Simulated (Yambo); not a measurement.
Optical response of Cs2LiAlF6

```xyz
10
Lattice="6.2979 0.0000 0.0000 -3.1489 5.4541 0.0000 0.0000 0.0000 5.1033" Properties=species:S:1:pos:R:3 pbc="T T T"
Li     0.0000     0.0000     0.0000
F      5.0306     0.7317     1.4385
F     -1.8817     4.7225     3.6648
F      3.1489     3.9908     1.4385
F      0.0000     1.4633     3.6648
F      1.2673     0.7317     1.4385
F      1.8817     4.7225     3.6648
Al     0.0000     0.0000     2.5516
Cs     0.0000     3.6361     1.1669
Cs     3.1489     1.8180     3.9364
```

Yambo, RPA with local fields on LDA bands; 3×3×4 mesh, 134 bands, 3 Ry local-field block, 0.2 eV broadening; field along z.

```json
[
 {"E (eV)": "0.0", "Im ε": "0.00", "Re ε": "2.05", "Im ε, independent particles": "0.00"},
 {"E (eV)": "0.5", "Im ε": "0.00", "Re ε": "2.05", "Im ε, independent particles": "0.00"},
 {"E (eV)": "1.0", "Im ε": "0.00", "Re ε": "2.05", "Im ε, independent particles": "0.00"},
 {"E (eV)": "1.5", "Im ε": "0.00", "Re ε": "2.06", "Im ε, independent particles": "0.00"},
 {"E (eV)": "2.0", "Im ε": "0.01", "Re ε": "2.07", "Im ε, independent particles": "0.01"},
 {"E (eV)": "2.5", "Im ε": "0.01", "Re ε": "2.09", "Im ε, independent particles": "0.01"},
 {"E (eV)": "3.0", "Im ε": "0.01", "Re ε": "2.11", "Im ε, independent particles": "0.01"},
 {"E (eV)": "3.5", "Im ε": "0.01", "Re ε": "2.13", "Im ε, independent particles": "0.01"},
 {"E (eV)": "4.0", "Im ε": "0.01", "Re ε": "2.16", "Im ε, independent particles": "0.02"},
 {"E (eV)": "4.5", "Im ε": "0.02", "Re ε": "2.19", "Im ε, independent particles": "0.02"},
 {"E (eV)": "5.0", "Im ε": "0.02", "Re ε": "2.24", "Im ε, independent particles": "0.03"},
 {"E (eV)": "5.5", "Im ε": "0.03", "Re ε": "2.29", "Im ε, independent particles": "0.03"},
 {"E (eV)": "6.0", "Im ε": "0.03", "Re ε": "2.37", "Im ε, independent particles": "0.04"},
 {"E (eV)": "6.5", "Im ε": "0.05", "Re ε": "2.47", "Im ε, independent particles": "0.06"},
 {"E (eV)": "7.0", "Im ε": "0.14", "Re ε": "2.62", "Im ε, independent particles": "0.16"},
 {"E (eV)": "7.5", "Im ε": "0.20", "Re ε": "2.77", "Im ε, independent particles": "0.22"},
 {"E (eV)": "8.0", "Im ε": "0.53", "Re ε": "2.92", "Im ε, independent particles": "0.57"},
 {"E (eV)": "8.5", "Im ε": "0.66", "Re ε": "3.00", "Im ε, independent particles": "0.70"},
 {"E (eV)": "9.0", "Im ε": "0.99", "Re ε": "2.92", "Im ε, independent particles": "1.03"},
 {"E (eV)": "9.5", "Im ε": "1.60", "Re ε": "2.95", "Im ε, independent particles": "1.70"},
 {"E (eV)": "10.0", "Im ε": "1.38", "Re ε": "2.15", "Im ε, independent particles": "1.58"},
 {"E (eV)": "10.5", "Im ε": "1.30", "Re ε": "2.13", "Im ε, independent particles": "1.64"},
 {"E (eV)": "11.0", "Im ε": "1.23", "Re ε": "2.16", "Im ε, independent particles": "1.51"},
 {"E (eV)": "11.5", "Im ε": "1.33", "Re ε": "2.08", "Im ε, independent particles": "1.78"},
 {"E (eV)": "12.0", "Im ε": "1.24", "Re ε": "1.80", "Im ε, independent particles": "1.91"},
 {"E (eV)": "12.5", "Im ε": "1.19", "Re ε": "1.99", "Im ε, independent particles": "2.46"},
 {"E (eV)": "13.0", "Im ε": "1.29", "Re ε": "1.94", "Im ε, independent particles": "3.92"},
 {"E (eV)": "13.5", "Im ε": "1.60", "Re ε": "1.95", "Im ε, independent particles": "3.61"},
 {"E (eV)": "14.0", "Im ε": "1.63", "Re ε": "1.75", "Im ε, independent particles": "2.99"},
 {"E (eV)": "14.5", "Im ε": "1.43", "Re ε": "1.35", "Im ε, independent particles": "2.40"},
 {"E (eV)": "15.0", "Im ε": "1.22", "Re ε": "1.57", "Im ε, independent particles": "2.45"},
 {"E (eV)": "15.5", "Im ε": "1.55", "Re ε": "1.70", "Im ε, independent particles": "2.92"},
 {"E (eV)": "16.0", "Im ε": "1.66", "Re ε": "1.46", "Im ε, independent particles": "2.57"},
 {"E (eV)": "16.5", "Im ε": "1.77", "Re ε": "1.38", "Im ε, independent particles": "2.15"},
 {"E (eV)": "17.0", "Im ε": "1.79", "Re ε": "1.11", "Im ε, independent particles": "1.51"},
 {"E (eV)": "17.5", "Im ε": "1.83", "Re ε": "1.06", "Im ε, independent particles": "1.45"},
 {"E (eV)": "18.0", "Im ε": "1.75", "Re ε": "0.84", "Im ε, independent particles": "1.42"},
 {"E (eV)": "18.5", "Im ε": "1.60", "Re ε": "0.66", "Im ε, independent particles": "1.29"},
 {"E (eV)": "19.0", "Im ε": "1.28", "Re ε": "0.50", "Im ε, independent particles": "1.01"},
 {"E (eV)": "19.5", "Im ε": "1.21", "Re ε": "0.56", "Im ε, independent particles": "0.97"},
 {"E (eV)": "20.0", "Im ε": "1.22", "Re ε": "0.62", "Im ε, independent particles": "0.97"}
]
```

Structure narrower than a few tenths of an eV can come from the finite k mesh. Convergence of the RPA response with its 3×3×4 mesh was not tested. No excitonic effects at this level.

Geometry of the Materials Project entry, not relaxed at this level.

The structure is a Materials Project entry; no match was found in the copy of COD used, and its stability was not checked.
